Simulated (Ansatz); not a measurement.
## AlNi: from a starting cell to a relaxed one

The start is a relaxed AlNi cell displaced along its unstable phonon at q = (½, ½, 0) of its primitive reciprocal cell (101i cm⁻¹), largest move 0.15 Å. Cell shape, volume and atoms are optimised at zero target pressure with r2SCAN (plane waves to 500 eV, PAW, scalar-relativistic; Ansatz, a program for electronic structure). The first steps use a coarse 11×11×6 k-mesh.

The start:
```yaml
crystal:
  lattice:
    - [6.12185, 0.00000, 0.00000]
    - [3.06092, 3.06092, 0.00000]
    - [0.00000, 0.00000, 5.24243]
  atoms:
    - { symbol: Al, position: [0.22898, 0.04529, 0.65997] }
    - { symbol: Al, position: [0.77102, 0.95471, 0.65997] }
    - { symbol: Al, position: [0.72898, 0.49675, 0.34003] }
    - { symbol: Al, position: [0.27102, 0.50325, 0.34003] }
    - { symbol: Ni, position: [0.22732, 0.04888, 0.14256] }
    - { symbol: Ni, position: [0.77268, 0.95112, 0.14256] }
    - { symbol: Ni, position: [0.72732, 0.49649, 0.85744] }
    - { symbol: Ni, position: [0.27268, 0.50351, 0.85744] }
```

```json
{
 "largest_initial_force": "0.16 eV/Å, on Ni5, Ni6, Ni7, Ni8 (atoms numbered as listed)",
 "energy_released": "0.03 eV/atom",
 "relative_to_the_parent": "It does not go back: it reaches Pbcm (No. 57), 0.04 eV/atom below the parent",
 "optimiser_moves": "8"
}
```

Final structure:

```cif
data_Al4Ni4
_chemical_formula_sum 'Al4 Ni4'
_space_group_name_H-M_alt 'Pbcm'
_space_group_IT_number 57
_space_group_name_Hall '-P 2c 2b'
_cell_length_a 5.01829
_cell_length_b 4.51887
_cell_length_c 4.29490
_cell_angle_alpha 90.000
_cell_angle_beta 90.000
_cell_angle_gamma 90.000
loop_
_atom_site_label
_atom_site_type_symbol
_atom_site_symmetry_multiplicity
_atom_site_Wyckoff_symbol
_atom_site_fract_x
_atom_site_fract_y
_atom_site_fract_z
_atom_site_occupancy
Al1 Al 4 d 0.66082 0.43556 0.25000 1
Ni1 Ni 4 d 0.14550 0.42779 0.25000 1
```

Final values are on a 9×10×11 k-mesh of the relaxed cell. No spin polarisation in the result. A magnetic state may lie lower.

The run could not lose the symmetry of its start, so the end can be a saddle point.

The relaxed structure here is a generated cell of AlNi: the first start was made by placing the elements on the sites of a structure type, and the end was not matched to a known phase here, so it may be hypothetical. Known forms of AlNi include space group No. 221.
